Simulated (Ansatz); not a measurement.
Quadrupolar parameters in MgTi₄P₆O₂₄

The cell is a Materials Project structure (computed, not necessarily an observed phase), atoms as given.

```xyz
35
Lattice="4.3276 2.4986 6.9753 -4.3276 2.4986 6.9753 0.0000 -4.9971 6.9753" Properties=species:S:1:pos:R:3 pbc="T T T"
Mg    0.0000    0.0000   10.4630
Ti    0.0000    0.0000   13.5351
Ti    0.0000    0.0000    2.7901
Ti    0.0000    0.0000    7.3908
Ti    0.0000    0.0000   18.1359
P     1.8281   -2.4312    8.7978
P    -3.0196   -0.3676    8.7978
P     1.1914    2.7988    8.7978
P     3.0196    0.3676   12.1282
P    -1.1914   -2.7988   12.1282
P    -1.8281    2.4312   12.1282
O    -1.6246    0.0751   14.4788
O     0.8774    1.3694   14.4788
O     0.7473   -1.4445   14.4788
O     3.4377    1.1708   10.9067
O    -0.7048   -3.5625   10.9067
O    -2.7328    2.3917   10.9067
O     1.6246   -0.0751    6.4472
O    -0.8774   -1.3694    6.4472
O    -0.7473    1.4445    6.4472
O    -3.4377   -1.1708   10.0193
O     0.7048    3.5625   10.0193
O     2.7328   -2.3917   10.0193
O    -0.9116    1.1706   12.0655
O     1.4695    0.2042   12.0655
O    -0.5579   -1.3747   12.0655
O    -3.6624    1.0209    8.7276
O     2.7153    2.6613    8.7276
O     0.9470   -3.6822    8.7276
O     0.9116   -1.1706    8.8605
O    -1.4695   -0.2042    8.8605
O     0.5579    1.3747    8.8605
O     3.6624   -1.0209   12.1983
O    -2.7153   -2.6613   12.1983
O    -0.9470    3.6822   12.1983
```

Atoms are numbered from 1 in the order listed; like atoms form one site, named after its first atom.

Computed with Ansatz: DFT, PBE, plane waves and PAW (field gradients read without the response of the frozen cores, which leaves them typically 4 to 6 % off), scalar-relativistic, 420 eV cutoff, Γ-centred 3×3×3 k-points, Fermi–Dirac smearing 0.02 eV.

Conventions: |V_zz| ≥ |V_yy| ≥ |V_xx|, η = (V_xx − V_yy)/V_zz, C_Q = eQV_zz/h.

25Mg: I = 5/2, Q = 199.4 mb; ⁴⁹Ti: I = 7/2, Q = 247.0 mb; ¹⁷O: I = 5/2, Q = -25.58 mb. Nuclear quadrupole moments: year-2017 set (Pyykkö).

```csv
site,atoms (order as listed),first shell,"V_xx, V_yy, V_zz (10²¹ V/m²)",η,C_Q (MHz)
Mg,1,6 O at 2.18 Å,"0.69, 0.69, -1.38",0.00,-6.65
Ti2,"2, 4",6 O at 1.88–2.09 Å,"0.073, 0.073, -0.15",0.00,-0.866
Ti3,"3, 5",6 O at 1.92–1.96 Å,"-1.03, -1.03, 2.05",0.00,12.2
P,"6, 7, 8, 9, 10, 11",4 O at 1.52–1.56 Å,"0.000, -1.61, 1.61",1.00,–
O12,"12, 13, 14, 18, 19, 20","1 P at 1.56 Å, 1 Ti at 1.88 Å, angle 154°","-4.71, -5.38, 10.09",0.07,-6.24
O15,"15, 16, 17, 21, 22, 23","1 P at 1.52 Å, 1 Ti at 1.96 Å, angle 162°","-4.73, -5.55, 10.29",0.08,-6.36
O24,"24, 25, 26, 30, 31, 32","1 P at 1.56 Å, 1 Ti at 2.09 Å, 1 Mg at 2.18 Å","-1.93, -7.92, 9.85",0.61,-6.09
O27,"27, 28, 29, 33, 34, 35","1 P at 1.53 Å, 1 Ti at 1.92 Å, angle 145°","-4.09, -5.61, 9.71",0.16,-6.00
```

An axis of threefold or higher order runs through Mg, Ti2 and Ti3, so V_zz lies along it and η is zero. At O12 and O27 V_zz points along the shorter of its two bonds, to P (within 8°) in each case. At O15 V_zz points along the line of its two bonds (within 5°). At O24 V_zz points along its shortest bond, to P (within 2°).

P has no stable isotope with a ground-state quadrupole moment in the table, so no C_Q is given.

The largest force is 0.3 eV/Å, so the atoms aren't at the calculated equilibrium and relaxing them would move these values. Where η is near 1 the sign of V_zz means little.

Hardware: 1 thread of Intel Xeon 6975P-C (Granite Rapids) (x86_64; 32 cores open to the job, memory cap 2.5 GiB, no GPU), a shared host with a load of 0.3 a core. Wall time 29 s, CPU time 29 s, peak memory 1 GiB.
